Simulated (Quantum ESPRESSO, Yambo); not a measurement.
For RbCdF$_{3}$ (cubic perovskite, space group Pm-3m, No. 221), Yambo gives the independent-particle static dielectric constant along x as 2.53 on PBEsol bands and 2.19 after a scissor of 3.33 eV widens every gap (8×8×8 mesh, 75 bands, 3 Ry local-field block, 0.2 eV broadening).

**Question.** A scissor keeps the position matrix elements. In a one-oscillator model, how does ε − 1 scale, and what mean transition energy do the two values imply?

**Answer.** Each transition adds |r|²/E to ε − 1, so ε − 1 ∝ 1/(E0 + Δ). Then (2.19 − 1)/(2.53 − 1) = E0/(E0 + Δ) = 0.778, and E0 = Δ(ε' − 1)/(ε − ε') = 11.7 eV. The computed Im ε, weighted by 1/E up to 20 eV, has its mean at 11.5 eV; the smallest direct PBEsol gap is 4.60 eV. The scissor comes from a G0W0 run whose convergence isn't established. Convergence of the RPA response with its 8×8×8 mesh was not tested.

Bands from Quantum ESPRESSO.

Spin-orbit coupling is not included.

Geometry of the Materials Project entry, not relaxed at this level; primitive cell a = 4.425 Å, b = 4.425 Å, c = 4.425 Å, α = 90.00°, β = 90.00°, γ = 90.00°.

The structure is a Materials Project entry; no match was found in the copy of COD used, and its stability was not checked.
